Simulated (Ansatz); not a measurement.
TaCuN₂, DFT, PBEsol, all-electron LAPW, scalar-relativistic (Ansatz 0.2.0), run on 1 thread of Intel(R) Xeon(R) 6975P-C (Granite Rapids) on a shared host.

The cell comes from COD entry 4030363, which wasn't checked; take it as a given geometry. The listed cell was then made from it by scaling, straining or moving an atom.

Command: `ansatz run input.yaml --threads 1 --pin off --max-ram 4096MiB --backend cpu --events-out ev --progress --plain --runs-dir out`

```yaml
crystal:
  lattice:
    - [1.5366409195, 0.8871800485, 5.81267]
    - [-1.5366409195, 0.8871800485, 5.81267]
    - [0.0, -1.774360097, 5.81267]
  atoms:
    - { symbol: Ta, position: [0.5, 0.5, 0.5] }
    - { symbol: Cu, position: [0.0, 0.0, 0.0] }
    - { symbol: "N", position: [0.119, 0.119, 0.119] }
    - { symbol: "N", position: [0.881, 0.881, 0.881] }
kpoints:
  mp_grid: { grid: [12, 12, 12] }
  band_path:
    path:
      - [0.0, 0.0, 0.0]
      - [0.5, 0.5, 0.5]
      - [0.8178029942, 0.1821970058, 0.5]
      - [0.5, -0.1821970058, 0.1821970058]
      - [0.5, 0.0, 0.0]
      - [0.0, 0.0, 0.0]
      - [0.3410985029, -0.3410985029, 0.0]
      - [0.6589014971, 0.0, 0.3410985029]
      - [0.5, 0.0, 0.5]
    npoints: 5
scf:
  occupations: { method: fermi_dirac, width: 0.05 }
hamiltonian:
  xc: pbesol
  pseudopotentials: { kind: all_electron, lapw: { basis_error: 0.001 } }
output:
  forces: true
  stress: true
  eigenvalues: true
```

Problem. How large is the problem that the program sets up?

Solution. 189 irreducible k-points, 1107 plane waves at Γ, 47 bands.

Problem. Estimate the wall time and the peak memory.

Solution. 2.1 min of wall time for 11 SCF iterations, with a peak of 1.9 GiB. Times on shared machines scatter by tens of per cent.
